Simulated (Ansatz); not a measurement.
GaSb (zinc blende, F-43m), a = b = c = 6.1314 Å, α = β = γ = 90.00°; the cell used has 2 atoms.

Relaxed with r²SCAN.

### Question
Tabulate the valence density and the electron localisation function along the shortest Sb–Ga contact (2.65 Å), plane-wave PAW r²SCAN (Ansatz code).

### Answer


| distance from Sb (Å) | density (e/Å³) | ELF |
|---|---|---|
| 0.27 | 15.25 | 0.00 |
| 0.40 | 9.15 | 0.01 |
| 0.53 | 4.66 | 0.07 |
| 0.66 | 2.21 | 0.18 |
| 0.80 | 1.15 | 0.29 |
| 0.93 | 0.74 | 0.39 |
| 1.06 | 0.57 | 0.51 |
| 1.19 | 0.47 | 0.66 |
| 1.33 | 0.42 | 0.73 |
| 1.46 | 0.41 | 0.67 |
| 1.59 | 0.43 | 0.48 |
| 1.73 | 0.51 | 0.34 |
| 1.86 | 0.72 | 0.27 |
| 1.99 | 1.31 | 0.19 |
| 2.12 | 3.35 | 0.10 |
| 2.26 | 9.76 | 0.04 |
| 2.39 | 24.07 | 0.02 |

The density is the valence pseudo-density with augmentation charge, so density and ELF within about 1 Å of a nucleus are not all-electron values.

The r²SCAN relaxation kept the symmetry of its start; of distortions, only those at the zone centre were tested. Scalar-relativistic: spin–orbit coupling is off unless named, which matters more the heavier the elements.

Potentials: the later of the program's two PAW sets.
